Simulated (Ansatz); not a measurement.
A geometry of KTaO3 away from equilibrium: step 44 of the relaxation of a relaxed KTaO3 cell shaken by Gaussian noise of σ = 0.08 Å a coordinate. These are PBE (plane waves to 420 eV, PAW, scalar-relativistic; Ansatz, a first-principles code) values and carry that method's errors. Γ-centred k-mesh 5×5×5 on the run's cell (coarser than for final values), Fermi–Dirac smearing 0.05 eV.

```yaml
crystal:
  lattice:
    - [6.66956, -0.28138, -0.78284]
    - [-3.57846, 5.84298, 0.77360]
    - [-0.64343, 0.36272, 4.56346]
  atoms:
    - { symbol: K, position: [0.36935, 0.62482, 0.60012] }
    - { symbol: K, position: [0.63050, 0.36842, 0.40087] }
    - { symbol: O, position: [0.04251, 0.65998, 0.69106] }
    - { symbol: O, position: [0.19134, 0.21904, 0.00211] }
    - { symbol: O, position: [0.56097, 0.93465, 0.00383] }
    - { symbol: O, position: [0.95726, 0.33156, 0.31384] }
    - { symbol: O, position: [0.80831, 0.77385, 0.99931] }
    - { symbol: O, position: [0.43916, 0.05956, 0.99513] }
    - { symbol: Ta, position: [0.91759, 0.08803, 0.18583] }
    - { symbol: Ta, position: [0.08196, 0.90480, 0.81518] }
```

**Question.** Which atoms carry the largest force, and which way does it point?

**Answer.** 0.26 eV/Å, on O5, O8 (atoms numbered as listed); on O5 its components are (-0.16, 0.13, 0.16).

**Question.** What is the pressure?

**Answer.** +4.6 GPa, compression positive.

The relaxed cell holds bonded O–O pairs (1.45 Å). No spin polarisation in the result.

The end of the path is a generated cell of KTaO3: the first start was made by a random draw of sites in a space group, and the end was not matched to a known phase here, so it may be hypothetical. Known forms of KTaO3 include space group No. 221.
